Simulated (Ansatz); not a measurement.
Si$_{3}$N$_{4}$:
```yaml
crystal:
  lattice:
    - [7.66320, 0.00000, 0.00000]
    - [-3.83160, 6.63653, 0.00000]
    - [0.00000, 0.00000, 2.92626]
  atoms:
    - { symbol: Si, position: [0.23110, 0.82500, 0.75000] }
    - { symbol: Si, position: [0.76890, 0.17500, 0.25000] }
    - { symbol: Si, position: [0.40610, 0.23110, 0.25000] }
    - { symbol: Si, position: [0.59390, 0.76890, 0.75000] }
    - { symbol: Si, position: [0.17500, 0.40610, 0.75000] }
    - { symbol: Si, position: [0.82500, 0.59390, 0.25000] }
    - { symbol: N, position: [0.33333, 0.66667, 0.75000] }
    - { symbol: N, position: [0.66667, 0.33333, 0.25000] }
    - { symbol: N, position: [0.96917, 0.67000, 0.75000] }
    - { symbol: N, position: [0.03083, 0.33000, 0.25000] }
    - { symbol: N, position: [0.29917, 0.96917, 0.25000] }
    - { symbol: N, position: [0.70083, 0.03083, 0.75000] }
    - { symbol: N, position: [0.33000, 0.29917, 0.75000] }
    - { symbol: N, position: [0.67000, 0.70083, 0.25000] }
```

Relaxed with PBE. Special points in fractions of this cell's reciprocal vectors: Γ (0.000, 0.000, 0.000); M (0.500, 0.000, 0.000); K (0.333, 0.333, 0.000); A (0.000, 0.000, 0.500); L (0.500, 0.000, 0.500); H (0.333, 0.333, 0.500).

Q: List the band energies nearest the valence-band maximum at these points for DFT-PBE in the program Ansatz with PAW potentials.

A: In eV from the valence-band maximum; about four levels below and three above (degenerate sets whole), none deeper than 8.9 eV; points with the same levels are listed once.

```tsv
k	below	above
Γ	-1.26 -1.26 -0.45 -0.40 -0.20	4.25 4.57 4.78 4.78
M	-1.33 -0.77 -0.33 -0.25	4.51 4.62 4.78
K	-1.13 -1.13 -0.28 -0.28	4.60 4.75 4.75
A	-1.59 -1.59 -1.59 -1.59 -1.31 -1.31	4.64 4.64 4.64 4.64
L	-1.47 -1.47 -1.03 -1.03	4.69 4.69 5.76 5.76
H	-1.37 -1.37 -1.09 -1.09	4.91 4.91 5.78 5.78
```

Space group P6_3/m. Symmetry was held in the PBE relaxation.

Potentials: the earlier of the program's two PAW sets.
